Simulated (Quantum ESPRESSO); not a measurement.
# Si2AlN3S: convergence and cost over cutoff and k mesh

A calculation, not a measurement. The program is pw.x of Quantum ESPRESSO 7.5 (plane-wave density functional theory). The cell is made up: 7 atoms on a zincblende/diamond lattice with one site empty, with randomly drawn elements, strain and displacements, not relaxed. PseudoDojo standard norm-conserving files (v0.5 for PBE, v0.4.1 for LDA and PBEsol) set the functional; there is no spin polarisation, spin-orbit coupling or dispersion term, and the masses in the input are unused placeholders.

Input of the run in row 4:

```
&control calculation='scf', pseudo_dir='./dojo.nc.sr.pbe.v0_5.standard.upf', outdir='./o', disk_io='medium', tprnfor=.true., tstress=.true. /
&system ibrav=0, nat=7, ntyp=4, nbnd=22, ecutwfc=84.00895049, nosym=.true., tot_charge=0,
 occupations='smearing', smearing='fd', degauss=0.0018374661
/
&electrons conv_thr=7.350e-09, electron_maxstep=60, /
ATOMIC_SPECIES
Al 1.0 Al.upf
N 1.0 N.upf
S 1.0 S.upf
Si 1.0 Si.upf
CELL_PARAMETERS angstrom
4.5436 0.0202 -0.0282
0.0202 4.5065 0.068
-0.0282 0.068 4.5426
ATOMIC_POSITIONS angstrom
Si -0.0079 0.0525 -0.0236
Al 0.0294 2.1929 2.2227
Si 2.3095 2.2712 -0.0224
N 1.1052 1.1751 1.1454
S 1.1903 3.3491 3.4153
N 3.3804 1.1424 3.5241
N 3.3377 3.4109 1.1448
K_POINTS automatic
4 4 4 1 1 1
```

The same cell was run at these settings. Meshes are shifted by half a step, and differences are from the last row, which is itself not exact.

| cutoff (eV) | k mesh | k points solved | threshold (eV) | free energy less the last row's (eV) | pressure (GPa) | largest stress difference (GPa) | largest force difference (eV/Å) | iterations | wall time (s) | k-point pools | processor |
| --- | --- | --- | --- | --- | --- | --- | --- | --- | --- | --- | --- |
| 800 | 2 x 2 x 2 | 4 | 1e-04 | 0.460 | -6.04 | 2.51 | 0.137 | 9 | 27 | 1 | AMD EPYC, Zen 5 class |
| 1143 | 1 x 1 x 1 | 1 | 1e-07 | 5.872 | 1.06 | 5.54 | 1.404 | 15 | 16 | 1 | AMD EPYC, Zen 5 class |
| 694 | 4 x 4 x 4 | 32 | 1e-07 | 0.844 | -10.98 | 7.44 | 0.012 | 12 | 59 | 1 | AMD EPYC, Zen 5 class |
| 1143 | 4 x 4 x 4 | 32 | 1e-07 | 0.002 | -3.58 | 0.01 | 0.002 | 12 | 185 | 1 | AMD EPYC, Zen 5 class |
| 1437 | 6 x 6 x 6 | 108 | 1e-07 | 0.000 | -3.59 | 0.00 | 0.000 | 12 | 70 | 4 | AMD EPYC, Zen 5 class |

Each pool is one process. Wall times include start-up and a band step at six k points, which weighs most on the coarsest meshes. The runs were on shared virtual cores whose load varied, so times are rough.